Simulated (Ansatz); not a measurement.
Level of theory: DFT PBE, scalar-relativistic, plane waves, PAW in Ansatz. All cells share a 420 eV cutoff and Γ-centred k meshes spaced about 0.3 Å⁻¹ or finer (0.25 for metals, 2π included). No spin polarisation.

All energies are static (0 K, no zero-point motion).

Compare these two cells of SnH, each relaxed at this level.

1.

Space group R-3:H (No. 148). a = 9.133 Å, b = 9.133 Å, c = 16.274 Å, α = 90.00°, β = 90.00°, γ = 120.00°
| atom | site | symmetry | x | y | z |
| --- | --- | --- | --- | --- | --- |
| Sn | 6c | 3. | 0.3333 | 0.6667 | 0.5136 |
| Sn | 18f | 1 | 0.2236 | 0.2820 | 0.0508 |
| H | 6c | 3. | 0.3333 | 0.6667 | 0.4068 |
| H | 18f | 1 | 0.3800 | 0.4781 | 0.0859 |

2.

Space group P4/mmm (No. 123). a = 3.055 Å, b = 3.055 Å, c = 3.963 Å, α = 90.00°, β = 90.00°, γ = 90.00°
| atom | site | symmetry | x | y | z |
| --- | --- | --- | --- | --- | --- |
| Sn | 1d | 4/mmm | 0.5000 | 0.5000 | 0.5000 |
| H | 1c | 4/mmm | 0.5000 | 0.5000 | 0.0000 |

Question: Which would you expect to be lower, and how large is the difference?

Answer: Cell 2 is lower, by 52 meV/atom. Cell 1 has space group R-3 (No. 148), 24.5 Å³/atom and a gap of 1.35 eV on its mesh; cell 2 has space group P4/mmm (No. 123), 18.5 Å³/atom and no gap. Counting H atoms around Sn (those within 1.25 times the shortest such distance or 1.15 times the sum of covalent radii), cell 1 has Sn 1 and cell 2 has Sn 2. Even the lower one lies +0.31 eV/atom against the reference forms of the elements (uncorrected), so neither is stable at this level. In cell 1, Sn on a site of symmetry 3 has 1 H at 1.74 Å; Sn on a site of symmetry 1 has 1 H at 1.74 Å; around H on a site of symmetry 3 lies 1 Sn at 1.74 Å; 1 more site not described. In cell 2, Sn is surrounded by 2 H at 1.98 Å; H has 2 Sn at 1.98 Å. Both come from trial cells of a structure search, whose lowest cell (P2/m, 18.6 Å³/atom) lies 172 meV/atom below the lower of the two.

No dispersion correction is applied, so the spacing and binding between layers, chains or molecules are poorly described (R-3), and this can change margins and order among such cells. Kohn–Sham gaps at this level usually fall short of measured ones. With hydrogen, zero-point motion can shift such differences by 10 meV/atom or more. Cells relaxed within their symmetry can be saddle points. Some types were kept out of the candidates beforehand, so the set may lack a known form.
